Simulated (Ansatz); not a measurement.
An input for the plane-wave PAW code Ansatz:

```yaml
crystal:
  lattice:
    - [2.1731193506, 1.2546510421, 7.6572802188]
    - [-2.1731193506, 1.2546510421, 7.6572802188]
    - [0.0, -2.5093020842, 7.6572802188]
  atoms:
    - { symbol: K, position: [0.5, 0.5, 0.5] }
    - { symbol: Pm, position: [0.0, 0.0, 0.0] }
    - { symbol: Se, position: [0.2641140224, 0.2641140224, 0.2641140224] }
    - { symbol: Se, position: [0.7358859776, 0.7358859776, 0.7358859776] }
basis:
  ecutwfc: 600
  ecutrho_ratio: 5
kpoints:
  mp_grid: { grid: [10, 10, 10] }
hamiltonian:
  xc: pbe
scf:
  occupations: { method: gaussian, width: 0.05 }
output:
  forces: true
  stress: true
  eigenvalues: true
```

Launched as:
```sh
ansatz run input.yaml --threads 2 --pin off --max-ram 2662MiB --backend cpu --events-out ev --progress --plain --runs-dir out
```

This is a trial structure made by placing the elements on a prototype's sites, so it needn't be the stable form.

Problem. What will the run give?

Solution. Pressure -1.0 GPa, gap on the mesh zero (metallic), largest force component 0.170 eV/Å (PBE, scalar-relativistic).

Problem. About how long does the run take on 2 threads of Arm Neoverse V2, on a shared host, and how much memory does it need?

Solution. About 2.9 min, with a peak of 1.4 GiB.

What the program printed, in part:

```
band count auto-derived: 36 (N_el = 56.0; filled up to band 28; 34 by the electrons, moments and atoms)
Pseudopotentials: kind: paw
Pseudopotential: K, paw, valence charge 9, recommended cutoff 420 eV (normal), K.paw.azcp
Pseudopotential: Pm, paw, valence charge 15, recommended cutoff 590 eV (normal), Pm.paw.azcp
Pseudopotential: Se, paw, valence charge 16, recommended cutoff 420 eV (normal), Se.paw.azcp
Crystal: 4 atoms, lattice volume = 125.266 Å³
Basis set: ecut = 600 eV, 4171 PW (Γ), FFT grids on a1−a3, a2−a3, a3, exchange–correlation on 80×80×144 points (8 copies of the dense FFT grid, shifted against one another)
Bands: 36, of which v1, the nominal top of the filled ones, is band 28 counted from 1 (27 counted from 0)
Symmetry: 12 space group operations
Space group: R-3m (ITA 166), of the structure as read, at distance tolerance 5.0e-5 Å
k-points: 116 of 1000
Initial density: superposition of atomic densities (chi_scale 0.1, normalization cell, long waves kept (reshape's long-wave potential 0.17 eV rms))
Initial wavefunctions: pseudopotential atomic-orbital guess
Functional: x = pbe(κ = 0.804, μ = 0.21951), c = pbe(β = 0.06672)
```

SCF trace (energy estimate counted from the last row; the run made several SCF loops, for ionic steps, more bands or searches for a lower state, numbered loop.iteration):
```tsv
iteration	ΔE (eV)	density residual (eV)
1.1	-1.106	5.93e0
1.2	-2.900	1.63e1
1.3	-0.646	6.59e0
1.4	-0.016	1.89e0
1.5	0.084	5.91e-1
1.6	-0.096	6.06e0
1.7	-0.042	2.75e0
1.8	0.011	1.19e0
1.9	0.015	1.94e-1
1.10	4.0e-03	9.76e-2
1.11	0.005	6.57e-2
1.12	2.4e-03	4.49e-2
1.13	0.020	1.37e-1
…	…	…
2.18	1.0e-06	4.98e-6
2.19	0.000	1.30e-6
2.20	0.000	4.66e-7
2.21	0.000	1.31e-8
```

```
SCF 2 converged in 21 iterations: F = -20253.371910 eV  dr2 = 1.31e-8
The result is that of the SCF that stage 1 started: 0.0041 eV lower in free energy than the state whose close was followed first; 29 iterations were spent on what was left
SCF converged after 21 iterations
Free energy (F): -20253.371910 eV
E sigma→0 (E₀):  -20253.352280 eV
Entropy (-TS):   -0.039260 eV (-9.815 meV/atom)
Fermi energy:    7.197239 eV
--- Forces (eV/Å), atoms counted from 1 ---
  atom   1  K      0.00000000     0.00000000     0.00000000
  atom   2  Pm     0.00000000     0.00000000     0.00000000
  atom   3  Se     0.00000000     0.00000000     0.16961898
  atom   4  Se     0.00000000     0.00000000    -0.16961898
--- Stress (GPa, compression-positive) ---
       -1.159925       0.000000       0.000000
        0.000000      -1.159925       0.000000
        0.000000       0.000000      -0.671383
  P = ⅓ Tr σ = -0.9971 GPa (-9.971 kbar)
```

Absolute energies hang on the potentials; compare differences alone.

Spin–orbit coupling, which matters for such heavy elements, is left out. Spin polarisation wasn't allowed in this run, which is unphysical for an open 4f shell, so this isn't the ground state. The program flagged that the electronic state may be a saddle point and not a minimum.

The state of the open shells isn't shown to be the lowest.
